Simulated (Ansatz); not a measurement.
Consider the following.

AgI:
```cif
data_Ag2I2
_chemical_formula_sum 'Ag2 I2'
_space_group_name_H-M_alt 'P63mc'
_space_group_IT_number 186
_space_group_name_Hall 'P 6c -2c'
_cell_length_a 4.56036
_cell_length_b 4.56036
_cell_length_c 7.45149
_cell_angle_alpha 90.000
_cell_angle_beta 90.000
_cell_angle_gamma 120.000
loop_
_atom_site_label
_atom_site_type_symbol
_atom_site_symmetry_multiplicity
_atom_site_Wyckoff_symbol
_atom_site_fract_x
_atom_site_fract_y
_atom_site_fract_z
_atom_site_occupancy
Ag1 Ag 2 b 0.33333 0.66667 0.00240 1
I1 I 2 b 0.33333 0.66667 0.37750 1
```

This is the PBEsol-relaxed structure.

### Question
All from the program Ansatz at the PBEsol level (PAW), unless another level is named. Predict the electronic dielectric constant ε∞ (DFPT).

### Answer
5.46 (xx = yy), 5.53 (zz).

### Question
What about the Born charges (a third of the trace)?

### Answer
Ag +1.18, I -1.18 e.

Space group P6_3mc (wurtzite). Symmetry was held in the PBEsol relaxation. The run is not spin-polarised. Scalar-relativistic: spin–orbit coupling is off unless named, which matters more the heavier the elements.

Potentials: the earlier of the program's two PAW sets. The files were generated under PBE; for other functionals the program regenerates the frozen cores, and for LDA and PBEsol the local potential too.
